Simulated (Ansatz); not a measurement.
GePd (CsCl type, space group No. 221), a = b = c = 3.1404 Å, α = β = γ = 90.00°.

This is the r²SCAN-relaxed structure.

Question: All from DFT-r²SCAN in the program Ansatz with PAW potentials, unless another level is named. Predict the electronic character.

Answer: metallic (no gap).

Question: Give the formation energy from the elements (no fitted shifts).

Answer: -0.16 eV/atom.

Question: Next, the density of states at the Fermi level?

Answer: 0.43 states/eV per atom (mean over ±0.08 eV).

Space group Pm-3m (CsCl type). A made-up cell: these elements were put on the sites of a structure type; neither database checked (COD, Materials Project) lists it. COD files the formula under space group No. 62, so this cell is another polymorph or a model. Its standing as an ambient phase is unchecked. The cell was relaxed with r²SCAN under the symmetry of its start; its stability against distortions is not shown here. No spin polarisation was allowed. The references are the lowest solids computed at this level, not always the standard phases. Scalar-relativistic: spin–orbit coupling is off unless named, which matters more the heavier the elements.

Potentials: the later of the program's two PAW sets.
